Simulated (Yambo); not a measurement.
G0W0@PBEsol for LiBH4 (space group P6_3mc, No. 186) in Yambo. Reference settings: 3×3×2 Γ-centred k mesh, bands 3 to 199 and a 8 Ry block in the screening, 199 bands in G with the Bruneval-Gonze terminator, plasmon pole fitted at 27.2 eV. The PBEsol gap Γ → Γ on this mesh is 6.74 eV; G0W0 gaps are taken between the same points.

```tsv
change from the reference	G0W0 gap Γ → Γ (eV)	shift of the valence edge (eV)
reference settings	9.84	-2.04
exchange cut at 5 Ry	9.71	-1.68
104 bands in W, 104 bands in G, no terminator	9.75	-1.76
150 bands in W, 150 bands in G, 2 Ry block	9.39	-1.56
3 Ry block	9.47	-1.65
38 bands in W, 38 bands in G, 2 Ry block	9.53	-1.46
wavefunctions cut at 20 Ry	9.84	-2.02
38 bands in W, 38 bands in G, 3 Ry block	(withheld)	-1.48
```

Q: Estimate the withheld gaps from the other rows; the computed values follow.

A: 
- 38 bands in W, 38 bands in G, 3 Ry block, G0W0 gap Γ → Γ (eV): 9.58

The reference isn't shown to be the converged limit. The mesh misses a band edge: along a dense path the PBEsol gap is 6.60 eV against 6.74 eV on the mesh.

Geometry of the Materials Project entry, not relaxed at this level; primitive cell a = 4.203 Å, b = 4.203 Å, c = 7.420 Å, α = 90.00°, β = 90.00°, γ = 120.00°.

The structure is a Materials Project entry; no match was found in the copy of COD used, and its stability was not checked.

A shift is the quasiparticle energy of the state minus its PBEsol energy.
